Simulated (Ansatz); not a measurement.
# BiF3-type GdBr3

Level of theory: DFT, PBEsol, scalar-relativistic, collinear spin; plane waves to 420 eV with PAW datasets (Ansatz 0.2.0), 8×8×8 k-mesh, Gaussian smearing of 0.05 eV; PAW files: Ansatz's generated set soft_2.

```
CELL_PARAMETERS angstrom
0.00000 3.64854 3.64854
3.64854 0.00000 3.64854
3.64854 3.64854 0.00000
ATOMIC_POSITIONS crystal
Gd 0.00000 0.00000 0.00000
Br 0.50000 0.50000 0.50000
Br 0.25000 0.25000 0.25000
Br 0.75000 0.75000 0.75000
```

The start was a prototype's sites filled with these elements. The Crystallography Open Database lists the compound in space group C2/m, so this is a trial structure.

Magnetic state: ferromagnetic, site spin moments Gd 6.87 μB.

The cell above was scaled in volume, its shape and atoms being fixed by the lattice's symmetry. Energies are counted from the cell above.

The cell is relaxed to zero pressure at this level.

The elastic tensor shows that this structure is mechanically unstable.

```
V (Å³/atom)  ΔE (meV/atom)  P from the stress (GPa)
     23.313           6.96                     2.46
     23.799           1.57                     1.12
     24.284           0.00                    -0.07
     24.770           1.84                    -1.13
     25.256           6.72                    -2.07
```

Task: Do the energies and the pressures agree? Compare −ΔE/ΔV between neighbouring points (1 meV/Å³ = 0.1602 GPa) with the mean of their pressures.

Result: 
| interval (Å³/atom) | −ΔE/ΔV (GPa) | mean P (GPa) |
| --- | --- | --- |
| 23.31 to 23.80 | 1.8 | 1.8 |
| 23.80 to 24.28 | 0.5 | 0.5 |
| 24.28 to 24.77 | -0.6 | -0.6 |
| 24.77 to 25.26 | -1.6 | -1.6 |
They differ by 0.01 GPa at most.

Task: What do the two routes give for V0, B0 and B0′?

Result: A third-order Birch–Murnaghan fit of the energies: V0 = 24.26 Å³/atom, B0 = 56 GPa, B0′ = 4.7. A polynomial of P in ln V, with B = −dP/d ln V at P = 0: V0 = 24.26 Å³/atom, B0 = 56 GPa, B0′ = 4.7.

B0·V0 = 56.5 GPa × 24.26 Å³ = 8.55 eV/atom sets the scale: near the minimum ΔE ≈ ½ B0 V0 x², with x = V/V0 − 1, and a pressure of 0.6 GPa squeezes the volume by about 1 %. At the ends of the curve: x = −3.9 % predicts 6.5 meV/atom and the run gives 7.0; x = +4.1 % predicts 7.3 meV/atom and the run gives 6.7. The curve is steeper than the parabola on the compressed side and flatter on the expanded side: the bulk modulus rises with pressure.

These numbers lack spin–orbit coupling. The run wasn't fully tested for a lower electronic state. Site moments are of spin, integrated over atomic spheres. No antiparallel order was tried.
